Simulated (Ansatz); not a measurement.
CuPd: stiffness from a series of strains

```yaml
crystal:
  lattice:
    - [2.98800, 0.00000, 0.00000]
    - [0.00000, 2.98800, 0.00000]
    - [0.00000, 0.00000, 2.98800]
  atoms:
    - { symbol: Cu, position: [0.00000, 0.00000, 0.00000] }
    - { symbol: Pd, position: [0.50000, 0.50000, 0.50000] }
```

Atom numbers follow the list: Cu1, Pd2.

The geometry is COD entry 9008813, unchecked; take it as a test cell.

Spin polarisation is left out, and whether a magnetic state lies lower isn't shown here.

These are results of DFT, PBEsol, all-electron LAPW, scalar-relativistic (Ansatz 0.2.0), not measurements.

Sampling and basis: a Γ-centred 14×14×14 k mesh, Fermi–Dirac smearing of 0.05 eV, basis error target 0.25 meV/atom, no spin polarisation.

The strain is applied along the Cartesian axes of the cell as listed (the other components stay zero). Fractional coordinates are held (clamped ions).

σ is the change of stress from the unstrained cell, which is at -4.60 GPa; tension is positive, so slopes are stress–strain coefficients at that pressure. In a metal the k mesh adds noise.

Only quantities that a quadratic follows smoothly over the whole series are listed; rougher ones are left out.

```csv
εxx = εyy,σzz (GPa),σxx (GPa)
-0.0200,-6.79,-7.47
-0.0100,-3.19,-3.51
0.0000,0.00,0.00
0.0200,5.31,5.88
```

(1) Fit the series and read off the stiffness at zero strain.

(2) One run, at εxx = εyy = 0.0100, is withheld. Predict its row.

Answers

(1) Least-squares fits y = p0 + p1 x + p2 x² to the rows give σzz (GPa): p1 = 302, p2 = -1900; σxx (GPa): p1 = 334, p2 = -2000. So 2 C12 = 302 GPa and C11 + C12 = 334 GPa.

(2) The fits give 2.85, 3.15; the run gave 2.82, 3.12.
